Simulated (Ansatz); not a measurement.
**Li$_{3}$Cd$_{2}$Si$_{3}$: input and output**

Input file of Ansatz 0.2.0:

```yaml
crystal:
  lattice:
    - [6.258223, 0.0, 0.0]
    - [0.0, 6.258223, 0.0]
    - [0.0, 0.0, 6.302859]
  atoms:
    - { symbol: Li, position: [0.75, 0.25, 0.25] }
    - { symbol: Li, position: [0.25, 0.75, 0.75] }
    - { symbol: Cd, position: [0.0, 0.0, 0.0] }
    - { symbol: Cd, position: [0.5, 0.0, 0.5] }
    - { symbol: Cd, position: [0.5, 0.5, 0.0] }
    - { symbol: Cd, position: [0.0, 0.5, 0.5] }
    - { symbol: Si, position: [0.25, 0.25, 0.25] }
    - { symbol: Si, position: [0.25, 0.25, 0.75] }
    - { symbol: Si, position: [0.75, 0.75, 0.75] }
    - { symbol: Si, position: [0.75, 0.75, 0.25] }
    - { symbol: Li, position: [0.0, 0.0, 0.5] }
    - { symbol: Li, position: [0.5, 0.0, 0.0] }
    - { symbol: Li, position: [0.5, 0.5, 0.5] }
    - { symbol: Li, position: [0.0, 0.5, 0.0] }
    - { symbol: Si, position: [0.25, 0.75, 0.25] }
    - { symbol: Si, position: [0.75, 0.25, 0.75] }
  symmetry: { tolerance: 0.0003 }
kpoints:
  mp_grid: { grid: [6, 6, 6], shift: [0, 0, 0] }
magnetization:
  spin_polarized: false
scf:
  occupations: { method: fermi_dirac }
  lower_state_search: "off"
  max_iter: 200
hamiltonian:
  pseudopotentials: { kind: paw }
  xc: blyp
basis:
  ecutwfc: 420
  fft_grid_basis: typed
output:
  forces: true
  stress: true
  eigenvalues: true
  bader: true
  populations: true
  elf: true
  write_potential: true
  volumetric_format: npy
  dos:
    e_range: [-12, 8]
    de: 0.05
    projected: { site_lists: { Cd: [Cd], Li: [Li], Si: [Si] } }
checkpoint:
  read: saved_state
```

The run starts from an earlier solution of this cell. 

Parts of the output:

```
Pseudopotentials: kind: paw
Pseudopotential: Li, paw, valence charge 3, recommended cutoff 420 eV (normal), Li.paw.azcp
Pseudopotential: Cd, paw, valence charge 20, recommended cutoff 420 eV (normal), Cd.paw.azcp
Pseudopotential: Si, paw, valence charge 4, recommended cutoff 420 eV (normal), Si.paw.azcp
Functional definition: BLYP
  exchange = b88_x(beta = beta)
  correlation = lyp_c(a = a, b = b, c = c, d = d)
Crystal: 16 atoms, lattice volume = 246.854 Å³
Basis set: ecut = 420 eV, 4849 PW (Γ), exchange–correlation on 90×90×90 points (8 copies of the dense FFT grid, shifted against one another)
Bands: 77, of which v1, the nominal top of the filled ones, is band 61 counted from 1 (60 counted from 0)
Symmetry: 16 space group operations
Space group: P42/nnm (ITA 134), of the structure as read, at distance tolerance 1.9e-3 Å
k-points: 40 of 216
Initial density: read from a saved state, or passed on in memory by an earlier SCF of this step, an earlier step, the calling program or the single point that the run made first
Functional: x = b88, c = lyp
SCF iter   1: F=—  Δρ=2.13e-3  dr2=3.42e-2
SCF iter   2: F=—  Δρ=1.43e-3  dr2=1.61e-2
SCF iter   3: F=—  Δρ=2.72e-4  dr2=4.02e-4
SCF iter   4: F=—  Δρ=1.19e-4  dr2=6.83e-5
SCF iter   5: F=—  Δρ=6.64e-5  dr2=8.20e-6
SCF iter   6: F=—  Δρ=1.19e-5  dr2=4.22e-7
SCF iter   7: F=-38143.1699 eV  Δρ=2.85e-6  dr2=2.42e-8
Free energy (F): -38143.1699 eV
Harris-Foulkes:  -38143.1699 eV  (|F-HF|=6.18e-9)
Internal energy: -38143.0411 eV  (E = F + TS)
E sigma→0 (E₀):  -38143.1055 eV
Entropy (-TS):   -0.1288 eV (-8.052 meV/atom)
Fermi energy:    10.6033 eV
--- Per-component energies (eV) ---
  E_band       = -2217.7929
  E_kinetic    = 2405.0019
  E_local      = -16137.9525  (includes V_loc(G=0)·N_el)
  E_nonlocal   = 81.5694
  E_hartree    = 7448.3295
  E_xc         = -1096.0009
  E_vxc        = -1238.8484  (∫ρ·V_xc dr)
  E_paw        = -19627.1031  (= ΣΔE_a)
  E_vpaw       = -2224.2159  (= ΣTr[D̂ρ^β])
  E_aug_tail   = 0.0001  (compensation charges beyond the density's cutoff)
  E_ewald      = -11217.2941
  E_core_change = 0.4087  (= ΣΔE_core)
  E_smearing   = -0.1288  (= −TS)
--- Forces (eV/Å), atoms counted from 1 ---
  atom   1  Li     0.0000     0.0000     0.0000
  atom   2  Li     0.0000     0.0000     0.0000
  atom   3  Cd     0.0000     0.0000     0.0000
  atom   4  Cd     0.0000     0.0000     0.0000
  atom   5  Cd     0.0000     0.0000     0.0000
  atom   6  Cd     0.0000     0.0000     0.0000
  atom   7  Si     0.0000     0.0000     0.0000
  atom   8  Si     0.0000     0.0000     0.0000
  atom   9  Si     0.0000     0.0000     0.0000
  atom  10  Si     0.0000     0.0000     0.0000
  atom  11  Li     0.0000     0.0000     0.0000
  atom  12  Li     0.0000     0.0000     0.0000
  atom  13  Li     0.0000     0.0000     0.0000
  atom  14  Li     0.0000     0.0000     0.0000
  atom  15  Si     0.0000     0.0000     0.0000
  atom  16  Si     0.0000     0.0000     0.0000
--- Stress (GPa, compression-positive) ---
       11.4327       0.0000       0.0000
        0.0000      11.4327       0.0000
        0.0000       0.0000      11.6431
  P = ⅓ Tr σ = 11.5028 GPa (115.028 kbar)
--- Löwdin populations: 16 sites ---
  site symbol       q [e]
     0     Li      2.5540
     1     Li      2.5540
     2     Cd     18.7375
     3     Cd     18.7375
     4     Cd     18.7375
     5     Cd     18.7375
     6     Si      5.1079
     7     Si      5.1079
     8     Si      5.1079
     9     Si      5.1079
    10     Li      2.3885
    11     Li      2.3885
    12     Li      2.3885
    13     Li      2.3885
    14     Si      5.1002
    15     Si      5.1002
  spilling = 0.0144 (of n_electrons = 122.0000)
--- Bader charges: 16 sites ---
  site symbol  charge [e]  shift [e]
     0     Li      0.8218     0.0003
     1     Li      0.8218     0.0003
     2     Cd     -0.2262     0.0007
     3     Cd     -0.2262     0.0007
     4     Cd     -0.2262     0.0007
     5     Cd     -0.2262     0.0007
     6     Si     -0.6813     0.0001
     7     Si     -0.6813     0.0001
     8     Si     -0.6813     0.0001
     9     Si     -0.6814     0.0001
    10     Li      0.8334     0.0006
    11     Li      0.8334     0.0006
    12     Li      0.8334     0.0006
    13     Li      0.8334     0.0006
    14     Si     -0.6735     0.0001
    15     Si     -0.6735     0.0001
```

Origin: a known structure type with other elements, at an estimated volume, so it need not be a known compound. Caveats: forces of this functional can be a tenth off on these datasets.
